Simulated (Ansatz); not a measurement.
Li, DFT, PBEsol, all-electron PAW with datasets made for the crystal, scalar-relativistic (Ansatz 0.2.0), run on 1 thread of Arm Neoverse N1 on a shared host.

Structure: COD 9017802, as refined from experiment and not relaxed. The listed cell was then made from it by scaling, straining or moving an atom.

Command: `ansatz run input.yaml --threads 1 --pin off --max-ram 6144MiB --backend cpu --events-out ev --progress --plain --runs-dir out`

```yaml
crystal:
  lattice:
    - [1.5504989657, 0.8951809952, 7.664183]
    - [-1.5504989657, 0.8951809952, 7.664183]
    - [0.0, -1.7903619905, 7.664183]
  atoms:
    - { symbol: Li, position: [0.0, 0.0, 0.0] }
    - { symbol: Li, position: [0.222, 0.222, 0.222] }
    - { symbol: Li, position: [0.778, 0.778, 0.778] }
kpoints:
  mp_grid: { grid: [12, 12, 12] }
scf:
  occupations: { method: fermi_dirac, width: 0.05 }
hamiltonian:
  xc: pbesol
  pseudopotentials: { kind: all_electron, datasets: crystal }
output:
  forces: true
  stress: true
  eigenvalues: true
  efg: { contact_densities: true }
```

Task: How large is the problem that the program sets up?

Result: 189 irreducible k-points, 151 plane waves at Γ, 6 bands.

Task: About how long does it take, and how much memory does it use?

Result: 7.6 s of wall time for 7 SCF iterations, with a peak of 0.29 GiB. Times on shared machines scatter by tens of per cent.

Task: And the same cell and mesh by PAW (frozen-core files), asked for forces, stress, eigenvalues, efg, on the same hardware?

Result: 9 s, peak memory 0.37 GiB.
